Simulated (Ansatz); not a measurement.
Ti2Si in space group R-3m (No. 166; Ti on 6c, Si on 3a) at seven volumes, plane-wave PAW LDA (Ansatz code), shape and atoms relaxed at each. One row is withheld.

```tsv
V (Å³/atom)	P (GPa)
14.864	12.72
15.354	7.87
15.844	3.65
16.334	0.00
16.824	-3.17
17.314	-5.92
17.804	?
```

Task: Fit the shown pressures and predict the withheld one.

Result: Third-order Birch–Murnaghan: P = (3/2)B₀(x^(7/2) − x^(5/2))[1 + (3/4)(B′ − 4)(x − 1)] with x = (V₀/V)^(2/3). Least squares on the six rows gives V₀ = 16.334 Å³/atom, B₀ = 113.3 GPa, B′ = 3.71. At V = 17.804, x = 0.9442 and P = -8.32 GPa. The run itself gave -8.29 GPa.

The start of the workflow was typed in or built on a structure type; neither database checked (COD, Materials Project) lists it. Whether it is the stable phase at ambient conditions was not checked. The cell was relaxed with LDA under the symmetry of its start; its stability against distortions is not shown here. The run is not spin-polarised. The volume moved by -44 % from the start of the relaxation.

Potentials: the earlier of the program's two PAW sets. The files were generated under PBE; for other functionals the program regenerates the frozen cores, and for LDA and PBEsol the local potential too.
